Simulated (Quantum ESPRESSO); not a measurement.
pw.x input (Quantum ESPRESSO 7.5; PBEsol, PseudoDojo standard norm-conserving files, fully relativistic):

```
&CONTROL
  calculation = 'scf'
  pseudo_dir = './pseudo'
  outdir = './out'
  tprnfor = .true.
  tstress = .true.
/
&SYSTEM
  ibrav = 0
  nat = 3
  ntyp = 2
  ecutwfc = 80.0
  ecutrho = 320.0
  occupations = 'smearing'
  smearing = 'fd'
  degauss = 0.002
  nbnd = 31
  noncolin = .true.
  lspinorb = .true.
  assume_isolated = '2D'
/
&ELECTRONS
  conv_thr = 3e-10
/
ATOMIC_SPECIES
S 32.0600 S.upf
Mo 95.9500 Mo.upf
CELL_PARAMETERS angstrom
  3.140994788939   0.000000000000   0.000000000000
 -1.570497394470   2.720181280376   0.000000000000
  0.000000000000   0.000000000000  16.100000000000
ATOMIC_POSITIONS crystal
S   0.666666667000   0.333333333000  -0.096804876500
S   0.666666667000   0.333333333000   0.096804876500
Mo   0.000000000333   0.000000000000   0.000000000000
K_POINTS automatic
12 12 1 0 0 0
```

End of the output:

```
     total energy              =    -184.82037694 Ry
     estimated scf accuracy    <       0.00000002 Ry
     total energy              =    -184.82037694 Ry
     estimated scf accuracy    <          3.4E-09 Ry
     total energy              =    -184.82037694 Ry
     estimated scf accuracy    <          9.7E-10 Ry
[...]
     the Fermi energy is    -4.7685 ev
!    total energy              =    -184.82037694 Ry
     estimated scf accuracy    <          9.7E-11 Ry
     smearing contrib. (-TS)   =      -0.00000000 Ry
     internal energy E=F+TS    =    -184.82037694 Ry
     The total energy is F=E-TS. E is the sum of the following terms:
     one-electron contribution =   -1440.86923795 Ry
     hartree contribution      =     716.02018199 Ry
     xc contribution           =     -33.16875467 Ry
     ewald contribution        =     573.19743369 Ry
     convergence has been achieved in  13 iterations
     Forces acting on atoms (cartesian axes, Ry/au):
     atom    1 type  1   force =     0.00000000    0.00000000   -0.00041213
     atom    2 type  1   force =     0.00000000    0.00000000    0.00041213
     atom    3 type  2   force =     0.00000000    0.00000000    0.00000000
     Total force =     0.000583     Total SCF correction =     0.000022
```
In a gapped system the printed Fermi energy is only some level inside the gap.

Geometry relaxed with PBEsol.
